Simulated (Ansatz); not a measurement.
TiCuGe in space group Pnma (No. 62; Ti on 4c, Cu on 4c, Ge on 4c), the program Ansatz at the r²SCAN level (PAW), all energies at zero smearing, with the estimated change up to a 700 eV cutoff added, with one set of potentials and settings (totals compare only within such a set). Cell of 12 atoms (4 Ti, 4 Cu, 4 Ge): -53759.667 eV.

```
element              reference phase  E (eV/atom)
-------  ---------------------------  -----------
Ti       P6/mmm, 3 atoms in the cell   -2504.3896
Cu        Fm-3m, 1 atoms in the cell   -6631.2396
Ge        Fd-3m, 2 atoms in the cell   -4302.9041
```

Formation energy per atom, worked out: (-53759.667 − 4×(-2504.3896) − 4×(-6631.2396) − 4×(-4302.9041))/12 = -0.461 eV/atom (-44 kJ per mol of atoms), at 0 K, without zero-point energy or fitted corrections.

The workflow started from a Materials Project entry (that database holds measured and hypothetical structures alike); the Crystallography Open Database copy checked does not list it. Whether it is the stable phase at ambient conditions was not checked. Symmetry was held in the r²SCAN relaxation; its stability against distortions is not shown here. No spin polarisation was allowed. The references are the lowest solids computed at this level, not always the standard phases.

Potentials: the later of the program's two PAW sets.
